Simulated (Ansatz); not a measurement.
# Two-dimensional strain map in Y₂H₂C

Theory: DFT r2SCAN, scalar-relativistic, plane waves, PAW in Ansatz. The runs took a 500 eV cutoff, a Γ-centred 18×18×8 mesh and Gaussian smearing (0.15 eV). No spin polarisation. Energies are free energies at this smearing, counted from the undisturbed cell; pressure is positive in compression.

Reference structure (as given, not relaxed at this level; it stands at 0.4 GPa, and it needn't be the usual structure):

```xyz
5
Lattice="3.6556 0.0000 0.0000 -1.8278 3.1658 0.0000 0.0000 0.0000 5.9973" Properties=species:S:1:pos:R:3 pbc="T T T"
Y     0.0000    2.1106    1.3584
Y     1.8278    1.0553    4.6389
H     0.0000    2.1106    3.6404
H     1.8278    1.0553    2.3569
C     0.0000    0.0000    0.0000
```

The cell is strained by p along both x and y and by q along z, fractional coordinates fixed. Points are written (p, q).

Energy above the undisturbed cell in meV/atom (a dash: not computed):

```
 p \ q  -0.030  -0.015  0.000  0.015  0.030
-0.030    44.7    32.5   25.4   22.9   24.9
-0.015    20.7       –      –      –      –
 0.000     9.0       –    0.0      –    8.2
 0.030    17.3       –   17.0      –   32.4
```

Pressure in GPa:

```csv
p \ q,-0.030,-0.015,0.000,0.015,0.030
-0.030,12.3,10.0,7.9,5.9,4.0
-0.015,7.9,–,–,–,–
0.000,4.0,–,0.4,–,-2.7
0.030,-2.4,–,-5.4,–,-7.8
```